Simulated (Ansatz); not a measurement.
Hf$_{3}$Ge:
Space group P4₂/n, origin choice 1 (No. 86); a = b = 10.849 Å, c = 5.363 Å, α = β = γ = 90.00°

```
atom  site  symmetry       x       y       z
----  ----  --------  ------  ------  ------
Hf      8g         1  0.6812  0.2162  0.0049
Hf      8g         1  0.0270  0.1406  0.2208
Hf      8g         1  0.3933  0.0818  0.0268
Ge      8g         1  0.0410  0.2041  0.7140
```

Relaxed with PBEsol.

### Question
Which orbitals make up the states near the Fermi level in DFT-PBEsol in the program Ansatz with PAW potentials?

### Answer
Within 0.5 eV of the Fermi level: Hf 5d 85 %. Projections are on Löwdin-orthogonalised atomic valence shells; empty p or d shells of many metals are not among them.

### Question
Tabulate the density of states.

### Answer
States/eV per cell of 32 atoms, in 0.25 eV bins, energy from the Fermi level.

| E (eV) | total | Hf 5d | Ge 4p | Hf 6s |
|---|---|---|---|---|
| -7.85 | 0.00 | 0.00 | 0.00 | 0.00 |
| -7.60 | 0.00 | 0.00 | 0.00 | 0.00 |
| -7.35 | 0.00 | 0.00 | 0.00 | 0.00 |
| -7.10 | 0.00 | 0.00 | 0.00 | 0.00 |
| -6.85 | 0.00 | 0.00 | 0.00 | 0.00 |
| -6.60 | 0.00 | 0.00 | 0.00 | 0.00 |
| -6.35 | 0.00 | 0.00 | 0.00 | 0.00 |
| -6.10 | 0.00 | 0.00 | 0.00 | 0.00 |
| -5.85 | 0.00 | 0.00 | 0.00 | 0.00 |
| -5.60 | 0.00 | 0.00 | 0.00 | 0.00 |
| -5.35 | 2.07 | 0.48 | 0.76 | 0.73 |
| -5.10 | 17.32 | 4.67 | 5.48 | 5.97 |
| -4.85 | 16.77 | 4.53 | 5.84 | 5.27 |
| -4.60 | 11.53 | 3.49 | 4.04 | 3.23 |
| -4.35 | 8.89 | 2.95 | 3.20 | 2.20 |
| -4.10 | 12.06 | 4.60 | 4.23 | 2.59 |
| -3.85 | 12.56 | 5.15 | 4.27 | 2.45 |
| -3.60 | 16.30 | 7.16 | 5.46 | 2.85 |
| -3.35 | 13.33 | 6.12 | 4.61 | 2.00 |
| -3.10 | 14.48 | 6.79 | 5.30 | 1.78 |
| -2.85 | 16.88 | 8.18 | 6.46 | 1.60 |
| -2.60 | 13.08 | 6.53 | 5.02 | 1.07 |
| -2.35 | 16.91 | 8.41 | 6.49 | 1.35 |
| -2.10 | 23.72 | 12.58 | 8.62 | 1.65 |
| -1.85 | 28.14 | 18.06 | 6.55 | 2.65 |
| -1.60 | 25.98 | 18.20 | 4.86 | 2.15 |
| -1.35 | 21.08 | 16.05 | 2.90 | 1.47 |
| -1.10 | 36.39 | 29.68 | 3.25 | 2.10 |
| -0.85 | 36.93 | 31.16 | 2.50 | 1.74 |
| -0.60 | 40.76 | 35.01 | 2.11 | 1.72 |
| -0.35 | 35.84 | 30.37 | 1.66 | 1.83 |
| -0.10 | 29.97 | 25.21 | 1.43 | 1.43 |
| 0.15 | 25.29 | 21.57 | 1.30 | 0.98 |
| 0.40 | 17.35 | 15.27 | 0.62 | 0.62 |
| 0.65 | 24.29 | 21.36 | 0.72 | 0.94 |
| 0.90 | 23.53 | 20.61 | 0.74 | 0.90 |
| 1.15 | 18.12 | 16.26 | 0.61 | 0.48 |
| 1.40 | 16.96 | 15.03 | 0.61 | 0.45 |
| 1.65 | 18.31 | 16.25 | 0.70 | 0.54 |
| 1.90 | 22.30 | 19.87 | 0.72 | 0.67 |
| 2.15 | 26.48 | 23.40 | 0.89 | 0.78 |
| 2.40 | 21.35 | 18.68 | 0.82 | 0.61 |
| 2.65 | 23.26 | 20.47 | 0.93 | 0.59 |
| 2.90 | 25.75 | 22.64 | 0.89 | 0.73 |
| 3.15 | 26.86 | 23.67 | 0.94 | 0.75 |

Space group P4_2/n. The workflow started from a Materials Project entry (that database holds measured and hypothetical structures alike); the Crystallography Open Database copy checked does not list it. Its standing as an ambient phase is unchecked. The cell was relaxed with PBEsol under the symmetry of its start; its stability against distortions is not shown here. No spin polarisation was allowed. Scalar-relativistic: spin–orbit coupling is off unless named, which matters more the heavier the elements.

Potentials: the later of the program's two PAW sets.
